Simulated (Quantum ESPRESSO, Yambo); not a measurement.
# G0W0 results for MgTiF6

```
MgTiF6
1.0
    2.60828     1.50589     4.44451
   -2.60828     1.50589     4.44451
    0.00000    -3.01178     4.44451
F Mg Ti
6 1 1
Direct
  0.67162   0.84246   0.24225
  0.32838   0.15754   0.75775
  0.24225   0.67162   0.84246
  0.75775   0.32838   0.15754
  0.84246   0.24225   0.67162
  0.15754   0.75775   0.32838
  0.50000   0.50000   0.50000
  0.00000   0.00000   0.00000
```

The geometry is that of Materials Project entry mp-1399447, symmetrised and not relaxed again.

Starting point: LDA (pw.x of Quantum ESPRESSO, ONCV potentials, no spin-orbit coupling). G0W0 in Yambo: 2×2×2 Γ-centred k mesh, bands 3 to 163 and a 7 Ry block in the screening, 163 bands in G with the Bruneval-Gonze terminator, plasmon pole fitted at 27.2 eV.

| Quantity | Value |
|---|---|
| LDA gap along the band path | 4.83 eV |
| LDA gap between the mesh's edge points (Γ → F) | 4.83 eV |
| G0W0 gap between the same points | 9.54 eV |
| LDA smallest direct gap on the mesh (at Γ) | 4.84 eV |
| G0W0 direct gap at that point | 9.54 eV |

```json
[
 {"k point": "Γ", "band": "VB", "E LDA (eV)": "0.00", "E QP (eV)": "-2.03", "shift (eV)": "-2.03", "Z": "0.80"},
 {"k point": "Γ", "band": "CB", "E LDA (eV)": "4.84", "E QP (eV)": "7.51", "shift (eV)": "2.67", "Z": "0.80"},
 {"k point": "F", "band": "VB", "E LDA (eV)": "-0.05", "E QP (eV)": "-2.07", "shift (eV)": "-2.02", "Z": "0.80"},
 {"k point": "F", "band": "CB", "E LDA (eV)": "4.83", "E QP (eV)": "7.52", "shift (eV)": "2.68", "Z": "0.80"}
]
```

Energies count from the LDA valence-band maximum.

Nearest settings tried, and what they do to the gap: 130 bands in W, 130 bands in G: +16 meV; 6 Ry block (175 vectors against 223): +64 meV; 4×4×4 mesh: +9 meV. So the settings aren't converged at that level. The k mesh is coarse.

The structure is a Materials Project entry; no match was found in the copy of COD used, and its stability was not checked.
